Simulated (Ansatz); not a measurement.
Data:

AlAg:
```
AlAg
1.0
    0.00000     2.65998     2.65998
    2.65998     0.00000     2.65998
    2.65998     2.65998     0.00000
Ag Al
1 1
Direct
  0.00000   0.00000   0.00000
  0.50000   0.50000   0.50000
```

This is the PBEsol-relaxed structure.

### Question
All from plane-wave PAW PBEsol (Ansatz code), unless another level is named. Give the bulk modulus (Birch–Murnaghan fit).

### Answer
76.0 GPa.

### Question
Give the elastic constants (relaxed ions, GPa).

### Answer
C11 = 141, C12 = 44.4, C44 = -14.8.

### Question
Next, the highest zone-centre frequency?

### Answer
199 cm⁻¹.

Space group Fm-3m (rock salt). The start of the workflow was typed in or built on a structure type; neither database checked (COD, Materials Project) lists it. Whether it is the stable phase at ambient conditions was not checked. The PBEsol relaxation kept the symmetry of its start. At this level the phase is mechanically unstable. No spin polarisation was allowed. The volume moved by 18 % from the start of the relaxation. Its formation energy is positive at this level, so the cell may be metastable or incomplete. As this level gives no gap, shear constants depend on the k-mesh and smearing (Fermi–Dirac, 0.1 eV here). As this level gives no gap, phonon frequencies hold no LO–TO term and depend on the k-mesh and smearing (Fermi–Dirac, 0.1 eV here).

Potentials: the later of the program's two PAW sets.
